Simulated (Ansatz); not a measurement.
ZnSiP₂ (chalcopyrite, I-42d), r²SCAN (plane waves, PAW; program Ansatz). The conduction-band minimum lies at Γ, with 1 equivalent valley. Second derivatives d²E/dk² of the lowest band at one valley (eV·Å²), along Cartesian directions:

```tsv
direction	d²E/dk²
[100]	30.24
[010]	30.24
[001]	5.674
[110]	30.12
[101]	17.96
[011]	17.96
```

Problem. Find the principal effective masses, the density-of-states mass and the conductivity mass.

Solution. Off-diagonal terms follow from H_xy = H[110] − (H_xx + H_yy)/2, and m*/mₑ = 7.620 eV·Å² over each eigenvalue: 0.25, 0.25, 1.3. One valley's DOS mass (m₁m₂m₃)^(1/3) = 0.44, conductivity mass 3/(Σ 1/mᵢ) = 0.35 mₑ.

Problem. What effective density of states Nc follows at 300 K for parabolic valleys?

Solution. Nc = 2.509e19 × 1 × (0.44)^(3/2) ≈ 7.3e18 cm⁻³.

Symmetry was held in the r²SCAN relaxation.

Potentials: the later of the program's two PAW sets.

Edges and masses are those of Kohn–Sham bands, whose gap is no quasiparticle gap.
